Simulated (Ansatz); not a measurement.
Geometry optimisation in Ansatz: input, command and trajectory.

```yaml
crystal:
  lattice:
    - [0.0, 3.049015259, 3.049015259]
    - [3.049015259, 0.0, 3.049015259]
    - [3.049015259, 3.049015259, 0.0]
  atoms:
    - { symbol: Co, position: [0.0, 0.0, 0.0], spin: 0.37 }
    - { symbol: Sn, position: [0.75, 0.75, 0.75] }
    - { symbol: H, position: [0.375, 0.875, 0.375] }
    - { symbol: H, position: [0.375, 0.375, 0.875] }
    - { symbol: H, position: [0.375, 0.375, 0.375] }
    - { symbol: H, position: [0.875, 0.375, 0.375] }
basis:
  ecutwfc: 420
kpoints:
  mp_grid: { grid: [6, 6, 6] }
hamiltonian:
  xc: pbe
scf:
  occupations: { method: gaussian, width: 0.1 }
  lower_state_search: "off"
output:
  forces: true
  stress: true
  eigenvalues: true
  populations: true
magnetization:
  spin_polarized: true
relax:
  adjacent_minimum: "off"
  f_tol: 0.04
  max_steps: 70
  cell: { stress_tol: 0.4 }
```

```bash
ansatz run input.yaml --threads 1 --pin off --max-ram 2560MiB --backend cpu --events-out ev --progress --plain --runs-dir out
```

Level of theory: DFT PBE, scalar-relativistic, plane waves, PAW (Ansatz).

Of 7 frames 7 are shown, positions in Å and forces in eV/Å; the SCF threshold varies from step to step. Steps run on the plane waves of an earlier cell, with a Pulay correction in the pressure. The basis is chosen afresh for the last frame, the zero of the energies, and at times for earlier ones too; energy and pressure can step there, also at an unchanged geometry. Where two frames share a geometry here, they differ by under 2 meV/atom and 0.3 GPa.

```xyz
6
Lattice="0.0000 3.0490 3.0490 3.0490 0.0000 3.0490 3.0490 3.0490 0.0000" Properties=species:S:1:pos:R:3:forces:R:3 pbc="T T T" step=1 free_energy_over_end_meV_per_atom=105.91 pressure_GPa=-12.40
Co    0.0000    0.0000    0.0000    0.0000    0.0000    0.0000
Sn    4.5735    4.5735    4.5735    0.0000    0.0000    0.0000
H     3.8113    2.2868    3.8113    0.0618   -0.0618    0.0618
H     3.8113    3.8113    2.2868    0.0618    0.0618   -0.0618
H     2.2868    2.2868    2.2868   -0.0618   -0.0618   -0.0618
H     2.2868    3.8113    3.8113   -0.0618    0.0618    0.0618
6
Lattice="0.0000 2.9004 2.9004 2.9004 0.0000 2.9004 2.9004 2.9004 0.0000" Properties=species:S:1:pos:R:3:forces:R:3 pbc="T T T" step=2 free_energy_over_end_meV_per_atom=35.20 pressure_GPa=-2.00
Co    0.0000    0.0000    0.0000    0.0000    0.0000    0.0000
Sn    4.3506    4.3506    4.3506    0.0000    0.0000    0.0000
H     3.6383    2.1624    3.6383    0.1212   -0.1212    0.1212
H     3.6383    3.6383    2.1624    0.1212    0.1212   -0.1212
H     2.1624    2.1624    2.1624   -0.1212   -0.1212   -0.1212
H     2.1624    3.6383    3.6383   -0.1212    0.1212    0.1212
6
Lattice="0.0000 2.8510 2.8510 2.8510 0.0000 2.8510 2.8510 2.8510 0.0000" Properties=species:S:1:pos:R:3:forces:R:3 pbc="T T T" step=3 free_energy_over_end_meV_per_atom=18.72 pressure_GPa=4.65
Co    0.0000    0.0000    0.0000    0.0000    0.0000    0.0000
Sn    4.2765    4.2765    4.2765    0.0000    0.0000    0.0000
H     3.6781    2.0239    3.6781    0.0942   -0.0942    0.0942
H     3.6781    3.6781    2.0239    0.0942    0.0942   -0.0942
H     2.0239    2.0239    2.0239   -0.0942   -0.0942   -0.0942
H     2.0239    3.6781    3.6781   -0.0942    0.0942    0.0942
6
Lattice="0.0000 2.8811 2.8811 2.8811 0.0000 2.8811 2.8811 2.8811 0.0000" Properties=species:S:1:pos:R:3:forces:R:3 pbc="T T T" step=4 free_energy_over_end_meV_per_atom=0.61 pressure_GPa=3.23
Co    0.0000    0.0000    0.0000    0.0000    0.0000    0.0000
Sn    4.3217    4.3217    4.3217    0.0000    0.0000    0.0000
H     3.8232    1.9390    3.8232   -0.0231    0.0231   -0.0231
H     3.8232    3.8232    1.9390   -0.0231   -0.0231    0.0231
H     1.9390    1.9390    1.9390    0.0231    0.0231    0.0231
H     1.9390    3.8232    3.8232    0.0231   -0.0231   -0.0231
6
Lattice="0.0000 2.9244 2.9244 2.9244 0.0000 2.9244 2.9244 2.9244 0.0000" Properties=species:S:1:pos:R:3:forces:R:3 pbc="T T T" step=5 free_energy_over_end_meV_per_atom=0.33 pressure_GPa=-2.06
Co    0.0000    0.0000    0.0000    0.0000    0.0000    0.0000
Sn    4.3865    4.3865    4.3865    0.0000    0.0000    0.0000
H     3.8682    1.9805    3.8682    0.0502   -0.0502    0.0502
H     3.8682    3.8682    1.9805    0.0502    0.0502   -0.0502
H     1.9805    1.9805    1.9805   -0.0502   -0.0502   -0.0502
H     1.9805    3.8682    3.8682   -0.0502    0.0502    0.0502
6
Lattice="0.0000 2.9108 2.9108 2.9108 0.0000 2.9108 2.9108 2.9108 0.0000" Properties=species:S:1:pos:R:3:forces:R:3 pbc="T T T" step=6 free_energy_over_end_meV_per_atom=-1.28 pressure_GPa=-0.08
Co    0.0000    0.0000    0.0000    0.0000    0.0000    0.0000
Sn    4.3663    4.3663    4.3663    0.0000    0.0000    0.0000
H     3.8680    1.9537    3.8680   -0.0164    0.0164   -0.0164
H     3.8680    3.8680    1.9537   -0.0164   -0.0164    0.0164
H     1.9537    1.9537    1.9537    0.0164    0.0164    0.0164
H     1.9537    3.8680    3.8680    0.0164   -0.0164   -0.0164
6
Lattice="0.0000 2.9108 2.9108 2.9108 0.0000 2.9108 2.9108 2.9108 0.0000" Properties=species:S:1:pos:R:3:forces:R:3 pbc="T T T" step=7 free_energy_over_end_meV_per_atom=0.00 pressure_GPa=-0.11
Co    0.0000    0.0000    0.0000    0.0000    0.0000    0.0000
Sn    4.3663    4.3663    4.3663    0.0000    0.0000    0.0000
H     3.8680    1.9537    3.8680   -0.0165    0.0165   -0.0165
H     3.8680    3.8680    1.9537   -0.0165   -0.0165    0.0165
H     1.9537    1.9537    1.9537    0.0165    0.0165    0.0165
H     1.9537    3.8680    3.8680    0.0165   -0.0165   -0.0165
```

The start puts this composition into another compound's structure type, which needn't suit it. At the end the space group is F-43m (tolerance 0.05 Å).

It took 44 s on 1 thread of Arm Neoverse V2, with other jobs on the host, peak memory 0.35 GiB.

The k mesh is coarse.